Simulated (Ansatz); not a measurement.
C:
```xyz
1
Lattice="0.0000 1.5053 1.5053 1.5053 0.0000 1.5053 1.5053 1.5053 0.0000" Properties=species:S:1:pos:R:3 pbc="T T T"
C      0.0000     0.0000     0.0000
```

Relaxed with LDA. Special points in fractions of this cell's reciprocal vectors: Γ (0.000, 0.000, 0.000); X (0.500, 0.000, 0.500); U (0.625, 0.250, 0.625); K (0.375, 0.375, 0.750); L (0.500, 0.500, 0.500); W (0.500, 0.250, 0.750).

Q: List the band energies nearest the Fermi level at these points for LDA in the plane-wave PAW code Ansatz.

A: In eV from the Fermi level; about four levels below and three above (degenerate sets whole), none deeper than 8.9 eV; … stands for higher levels left out; points with the same levels are listed once.

| k | below | above |
|---|---|---|
| Γ | – | … |
| X | -7.39 -5.28 | … |
| U | -5.63 -5.22 | … |
| W | -3.95 -3.95 | … |

Space group Fm-3m (fcc (Cu type)). The start of the workflow was typed in or built on a structure type; neither database checked (COD, Materials Project) lists it. It is not the phase usual at ambient conditions (space group No. 194, 227). The cell was relaxed with LDA under the symmetry of its start. At this level the phase is mechanically unstable. The volume moved by -40 % from the start of the relaxation.

Potentials: the earlier of the program's two PAW sets.
